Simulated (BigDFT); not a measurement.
## Stretching the Si5–H8 bond of the molecule C₂H₃Cl₂FSi

```xyz
9

F      1.3568    -0.5737     1.5792
C      1.4213    -0.5391     0.2306
Cl     2.8746    -1.0480    -0.5422
C      0.3770    -0.1179    -0.4864
Si    -1.1984     0.4397     0.2186
Cl    -2.3331     0.8930    -1.4234
H      0.4366    -0.0928    -1.5680
H     -1.8897    -0.6372     0.9683
H     -1.0451     1.6761     1.0234
```
Charge 0, spin multiplicity 1.

Method: PBE, Daubechies wavelet basis, HGH (Krack) norm-conserving potentials made for PBE, isolated boundary conditions run with BigDFT.

Settings: basis = Daubechies wavelets; dft.hgrids = 0.324 bohr; dft.rmult = 5 8; dft.ixc = PBE; potentials = built-in HGH-K PBE; boundary_conditions = free; dft.gnrm_cv = 1e-05; dft.itermax = 80; dft.idsx = 6; dft.nrepmax = 3.

Atom 8 is moved along its bond to atom 5 (1.483 Å at the start); all other atoms stay.

Task: Where is the minimum along this coordinate, how stiff is the bond, and what does a long stretch cost?

Result: A cubic fit of the points within about 10 % of the start puts the minimum at 1.49 Å with a curvature of about 17 eV/Å². At 2.52 Å the energy lies 2.61 eV above the start.

```
bond length (Å)  multiplicity  energy from the starting geometry (eV)  force on atom 8 along the bond, outward positive (eV/Å)  highest occupied level (eV)  dipole (D)
---------------  ------------  --------------------------------------  -------------------------------------------------------  ---------------------------  ----------
1.261                       1                                   0.620                                                     6.48                        -6.70        0.80
1.364                       1                                   0.154                                                     2.73                        -6.71        0.81
1.424                       1                                   0.038                                                     1.23                        -6.71        0.83
1.483                       1                                   0.000                                                     0.06                        -6.71        0.85
1.542                       1                                   0.023                                                    -0.84                        -6.72        0.88
1.631                       1                                   0.142                                                    -1.80                        -6.72        0.94
1.780                       1                                   0.480                                                    -2.68                        -6.72        1.09
2.076                       1                                   1.364                                                    -3.06                        -6.64        1.49
2.521                       1                                   2.607                                                    -2.46                        -6.24        2.24
```

The singlet runs are spin-restricted, which overestimates the energy of long bonds.

The other atoms were not relaxed at this level, so the minimum is that of this one coordinate.

The geometry comes from a semi-empirical pre-optimisation, in some cases with atoms then moved at random, and the species need not be a known compound.
